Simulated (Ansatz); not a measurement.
Total density of states per atom from plane-wave PAW r²SCAN (Ansatz code), in 0.25 eV bins, energy from the Fermi level:

(E (eV), states/eV/atom): (-7.85, 0.21); (-7.60, 0.29); (-7.35, 0.39); (-7.10, 0.39); (-6.85, 0.39); (-6.60, 0.41); (-6.35, 0.38); (-6.10, 0.32); (-5.85, 0.33); (-5.60, 0.24); (-5.35, 0.23); (-5.10, 0.23); (-4.85, 0.25); (-4.60, 0.23); (-4.35, 0.20); (-4.10, 0.17); (-3.85, 0.17); (-3.60, 0.18); (-3.35, 0.18); (-3.10, 0.18); (-2.85, 0.16); (-2.60, 0.15); (-2.35, 0.17); (-2.10, 0.18); (-1.85, 0.18); (-1.60, 0.17); (-1.35, 0.17); (-1.10, 0.17); (-0.85, 0.16); (-0.60, 0.14); (-0.35, 0.14); (-0.10, 0.13); (0.15, 0.13); (0.40, 0.13); (0.65, 0.12); (0.90, 0.12); (1.15, 0.12); (1.40, 0.12); (1.65, 0.13); (1.90, 0.13); (2.15, 0.14); (2.40, 0.14); (2.65, 0.19); (2.90, 0.20); (3.15, 0.21); (3.40, 0.21); (3.65, 0.18); (3.90, 0.15); (4.15, 0.14); (4.40, 0.13); (4.65, 0.12)

Problem. Pick the material that matches.
A. AlCr2C, P6_3/mmc (Al on 2d, Cr on 4f, C on 2a)
B. ZrC, Pm-3m (Zr on 3c, C on 3d)
C. C, I4_1/amd (C on 8e)
D. TiC, CsCl type

Solution. C, C, I4_1/amd (C on 8e). Within 0.5 eV of the Fermi level: C 2p 97 %. Projections are on Löwdin-orthogonalised atomic valence shells; empty p or d shells of many metals are not among them.

The start of the workflow was typed in or built on a structure type; the Crystallography Open Database files this formula in space group No. 141, but the cells were not matched. It is not the phase usual at ambient conditions (space group No. 194, 227). The cell was relaxed with r²SCAN under the symmetry of its start; its stability against distortions is not shown here.

Potentials: the earlier of the program's two PAW sets.
